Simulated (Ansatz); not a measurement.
CrO₂ (rutile), relaxed with r²SCAN (Ansatz, a program for electronic structure, plane waves, PAW): a = b = 4.404 Å, c = 2.912 Å, α = β = γ = 90.00°.

```
Property                                                                       Result
---------------------------  --------------------------------------------------------
spin order and moments (μB)  ferromagnetic; net 0.67 per atom; largest site about 2.2
```

Problem. The same phase is relaxed and computed with HSE06 in the same code. What are the cell and these values now?

Solution. a = b = 4.3675 Å, c = 2.9227 Å, α = β = γ = 90.00°.

* **spin order and moments (μB)**: ferromagnetic; net 0.67 per atom; largest site about 2.2

Spin orders computed, not proven ground states: CrO2, rutile with r²SCAN ferromagnetic; CrO2, rutile with HSE06 ferromagnetic. All cells were relaxed under the symmetry of their starts (and spin orders); stability against distortions was not tested throughout. No Hubbard U is applied.

Potentials: the later of the program's two PAW sets.

Ansatz is a plane-wave DFT program.
